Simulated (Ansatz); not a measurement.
# Scan of one atom of the cell for TiC (rock salt)

Starting cell, TiC (rock salt):

```xyz
4
Lattice="0.0000 4.3330 4.3330 2.1665 0.0000 2.1665 2.1665 2.1665 0.0000" Properties=species:S:1:pos:R:3 pbc="T T T"
C      0.0000     0.0000     0.0000
C      0.0000     2.1665     2.1665
Ti     2.1665     2.1665     2.1665
Ti     2.1665     4.3330     4.3330
```

Scan: atom 3 (Ti, nearest neighbour C at 2.167 Å; its periodic images, 3.1 Å or more away, move with it) is displaced along Cartesian [111], direction (0.577, 0.577, 0.577) in Cartesian axes, by s. The other atoms stay.

Computed with PBE (plane waves to 420 eV, PAW, scalar-relativistic; Ansatz, a program for electronic structure). k mesh 15×15×15 (Γ-centred), Fermi-Dirac smearing 0.05 eV. The energy includes the smearing's −TS. Compression counts positive. With partly filled bands, energies and forces of such displacements shift with the k mesh and the smearing. F∥ is the force on the atom along that direction. F⊥ is the part of the force across the line. TiC is run without spin polarisation. TiC was relaxed with its symmetry unable to fall. The zero of ΔE is the undisplaced structure.

| s (Å) | ΔE (meV/cell) | |F⊥| (eV/Å) | F∥ (eV/Å) | P (GPa) |
|---|---|---|---|---|
| -0.430 | 1110 | 1.867 | 5.286 | 12.9 |
| -0.344 | 704 | 1.436 | 4.165 | 8.5 |
| -0.258 | 393 | 1.037 | 3.082 | 4.8 |
| -0.172 | 173 | 0.669 | 2.023 | 2.2 |
| -0.086 | 43 | 0.327 | 1.007 | 0.5 |
| 0.000 | 0 | 0.000 | 0.000 | 0.0 |
| 0.086 | 43 | 0.327 | -1.007 | 0.5 |
| 0.172 | 173 | 0.669 | -2.023 | 2.2 |
| 0.258 | 393 | 1.037 | -3.082 | 4.8 |
| 0.344 | 704 | 1.436 | -4.165 | 8.5 |
| 0.430 | 1110 | 1.867 | -5.286 | 12.9 |

Key numbers:

| Quantity | Result |
|---|---|
| Energy at s = 0.430 Å | 1110 meV/cell |
| Force along the line at s = -0.430 Å | 5.29 eV/Å |
| Symmetry of the curve | even: the same for both signs |
| Shape of the curve | a single well with its minimum at or next to zero displacement |
| Force constant k = d²E/ds² at s = 0 (finite differences) | 11.7 eV/Å² |
| Harmonic estimate at the end of the scan | ½ks² = 1081 meV/cell against the computed 1110 meV/cell, so the well is close to harmonic there |

(For displaced atoms, the force is minus the slope of the energy, and its curvature is a force constant, which sets phonon frequencies.)
